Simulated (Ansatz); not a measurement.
Consider the following.

Si:
```cif
data_Si24
_chemical_formula_sum 'Si24'
_space_group_name_H-M_alt 'R-3 :H'
_space_group_IT_number 148
_space_group_name_Hall '-R 3'
_cell_length_a 9.43120
_cell_length_b 9.43120
_cell_length_c 5.66638
_cell_angle_alpha 90.000
_cell_angle_beta 90.000
_cell_angle_gamma 120.000
loop_
_atom_site_label
_atom_site_type_symbol
_atom_site_symmetry_multiplicity
_atom_site_Wyckoff_symbol
_atom_site_fract_x
_atom_site_fract_y
_atom_site_fract_z
_atom_site_occupancy
Si1 Si 18 f 0.03519 0.26689 0.25075 1
Si2 Si 6 c 0.00000 0.00000 0.28753 1
```
(The calculation used a cell of 8 atoms; values per cell refer to that cell.)

This is the r²SCAN-relaxed structure.

**Question.** All from the program Ansatz at the r²SCAN level (PAW), unless another level is named. Estimate the electronic character.

**Answer.** no gap, with almost no states at the Fermi level (zero-gap or semimetallic).

**Question.** Give the HSE06 gap on the r²SCAN cell.

**Answer.** 0.26 eV (a hybrid on a coarse mesh can open a false gap in a semimetal).

The first step of the workflow began from a Materials Project structure, measured or hypothetical; the Crystallography Open Database copy checked does not list it. It is not the phase usual at ambient conditions (space group No. 227). Symmetry was held in the r²SCAN relaxation; its stability against distortions is not shown here.

Potentials: the later of the program's two PAW sets.
